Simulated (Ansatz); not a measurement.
SiNi in space group Pnma (No. 62; Ni on 4c, Si on 4c) at seven volumes, r²SCAN in the plane-wave PAW code Ansatz, shape and atoms relaxed at each. One row is withheld.

```
V (Å³/atom)  P (GPa)
-----------  -------
10.826         20.79
11.183         12.78
11.540          5.89
11.897          0.01
12.254         -4.97
12.611         -9.13
12.968             ?
```

**Question.** Fit the shown pressures and predict the withheld one.

**Answer.** P = (3/2)B₀(x^(7/2) − x^(5/2))[1 + (3/4)(B′ − 4)(x − 1)] with x = (V₀/V)^(2/3). Least squares on the six rows gives V₀ = 11.900 Å³/atom, B₀ = 179 GPa, B′ = 4.36. At V = 12.968, x = 0.9443 and P = -12.76 GPa. The run itself gave -12.61 GPa.

The r²SCAN relaxation kept the symmetry of its start. The workflow began spin-polarised and lost its moments.

Potentials: the later of the program's two PAW sets.
